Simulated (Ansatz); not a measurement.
Relaxed-ion elastic tensor of Mg2Ge (anti-fluorite, space group No. 225) in GPa (Voigt order), plane-wave PAW LDA (Ansatz code); density 3.24 g/cm³, 20.70 Å³ per atom.

```csv
,1,2,3,4,5,6
1,120,24.6,24.6,0.0,0.0,0.0
2,24.6,120,24.6,0.0,0.0,0.0
3,24.6,24.6,120,0.0,0.0,0.0
4,0.0,0.0,0.0,47.4,0.0,0.0
5,0.0,0.0,0.0,0.0,47.4,0.0
6,0.0,0.0,0.0,0.0,0.0,47.4
```

Is the crystal mechanically stable?

Yes: the smallest eigenvalue of C is 47.4 GPa.

Work out the Voigt, Reuss and Hill averages.

K_V = 56.4, K_R = 56.4, K_H = 56.4; G_V = 47.5, G_R = 47.5, G_H = 47.5 GPa.

Give Young's modulus, Poisson's ratio, Pugh's ratio and the universal anisotropy index.

E = 9KG/(3K + G) = 111 GPa; ν = 0.17; K/G = 1.19 (brittle by the Pugh limit of 1.75); A_U = 5G_V/G_R + K_V/K_R − 6 = 0.00.

Estimate the sound speeds and the Debye temperature.

v_l = √((K + 4G/3)/ρ) = 6080 m/s, v_t = √(G/ρ) = 3830 m/s, mean 4210 m/s; Θ = (h/k)(3n/4πV)^(1/3) v_m = 457 K.

Give the Zener ratio and Young's modulus along [100], [110] and [111].

A = 2C44/(C11 − C12) = 0.99; 1/E = S11 − 2(S11 − S12 − S44/2)Γ with Γ = 0, 1/4, 1/3 gives 112, 111, 111 GPa.

Solve the Christoffel equation for the three sound speeds along [100], [110], [111].

Eigenvalues of C_ijkl n_j n_l equal ρv². In km/s, slowest first: [100] 3.82, 3.82, 6.09; [110] 3.82, 3.84, 6.08; [111] 3.83, 3.83, 6.07.

Space group Fm-3m (anti-fluorite). The cell was relaxed with LDA under the symmetry of its start; phonons on a q-mesh show no instability.

Potentials: the later of the program's two PAW sets.
